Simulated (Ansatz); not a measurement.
A geometry of SiNi away from equilibrium: step 2 of the relaxation of a relaxed SiNi cell displaced along its unstable phonon at q = (½, ½, 0) of its primitive reciprocal cell (329i cm⁻¹), largest move 0.15 Å. The numbers are results of PBEsol (plane waves to 420 eV, PAW, scalar-relativistic; Ansatz, a quantum-chemistry and plane-wave program), not measurements. Γ-centred k-mesh 12×12×12 on the run's cell (coarser than for final values), Fermi–Dirac smearing 0.05 eV. The plane waves were selected for a different cell earlier on the path.

```
CELL_PARAMETERS angstrom
      0.00000     4.61174     4.67916
      2.30587     2.30587     4.67916
      2.30587     2.30587     0.00000
ATOMIC_POSITIONS crystal
  Si 0.00000 0.93803 0.06197
  Si 0.50000 0.06197 0.93803
  Ni 0.00000 0.44707 0.55293
  Ni 0.50000 0.55293 0.44707
```

Give the Cartesian forces on all atoms (eV/Å).


| atom | Fx | Fy | Fz |
|---|---|---|---|
| Si1 | 0.00 | 0.00 | -1.16 |
| Si2 | 0.00 | 0.00 | 1.16 |
| Ni3 | 0.00 | 0.00 | -1.69 |
| Ni4 | 0.00 | 0.00 | 1.69 |

The path ends in P4/nmm (No. 129). No spin polarisation in the result. A magnetic state may lie lower.

The run could not lose the symmetry of its start, so the end can be a saddle point.

The end of the path is a generated cell of SiNi: the first start was made by placing the elements on the sites of a structure type, and the end was not matched to a known phase here, so it may be hypothetical. Known forms of SiNi include space group No. 62.
